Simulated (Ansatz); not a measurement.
LiF:
```
LiF
1.0
    0.00000     2.15507     2.15507
    2.15507     0.00000     2.15507
    2.15507     2.15507     0.00000
Li F
1 1
Direct
  0.00000   0.00000   0.00000
  0.25000   0.25000   0.25000
```

Relaxed with PBEsol. Special points in fractions of this cell's reciprocal vectors: Γ (0.000, 0.000, 0.000); X (0.500, 0.000, 0.500); U (0.625, 0.250, 0.625); K (0.375, 0.375, 0.750); L (0.500, 0.500, 0.500); W (0.500, 0.250, 0.750).

Problem. List the band energies nearest the valence-band maximum at these points for DFT-PBEsol in the program Ansatz with PAW potentials.

Solution. In eV from the valence-band maximum; about four levels below and three above (degenerate sets whole), none deeper than 8.9 eV; … stands for higher levels left out; points with the same levels are listed once.

```
k              below    above
-  -----------------  -------
Γ     0.00 0.00 0.00   7.68 …
X  -1.40 -0.80 -0.80  10.37 …
U  -1.53 -0.94 -0.62  11.55 …
L  -1.99 -0.26 -0.26  11.72 …
W  -1.45 -0.97 -0.77  11.86 …
```

Space group F-43m (zinc blende). The start of the workflow was typed in or built on a structure type; neither database checked (COD, Materials Project) lists it. It is not the phase usual at ambient conditions (space group No. 225). Symmetry was held in the PBEsol relaxation; its stability against distortions is not shown here.

Potentials: the earlier of the program's two PAW sets. The files were generated under PBE; for other functionals the program regenerates the frozen cores, and for LDA and PBEsol the local potential too.
